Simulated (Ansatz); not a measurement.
Ag3SI in space group R3 (No. 146; Ag on 9b, S on 3a, I on 3a), plane-wave PAW PBEsol (Ansatz code), all energies at zero smearing, with the estimated change up to a 700 eV cutoff added, with one set of potentials and settings (totals compare only within such a set). Cell of 5 atoms (3 Ag, 1 S, 1 I): -30884.281 eV.

| element | reference phase | E (eV/atom) |
|---|---|---|
| Ag | P6_3/mmc, 4 atoms in the cell | -7522.2452 |
| S | Fddd, 32 atoms in the cell | -884.8920 |
| I | Cmce, 4 atoms in the cell | -7432.2899 |

Formation energy per atom, worked out: (-30884.281 − 3×(-7522.2452) − 1×(-884.8920) − 1×(-7432.2899))/5 = -0.073 eV/atom (-7 kJ per mol of atoms), at 0 K, without zero-point energy or fitted corrections.

The workflow started from an entry of the Crystallography Open Database (COD), which files this formula under 2 space groups. Whether it is the stable phase at ambient conditions was not checked. The PBEsol relaxation kept the symmetry of its start; whether a distortion lowers the energy is not shown. The run is not spin-polarised. The references are the lowest solids computed at this level, not always the standard phases. Spin–orbit coupling is left out wherever it is not named.

Potentials: the later of the program's two PAW sets.
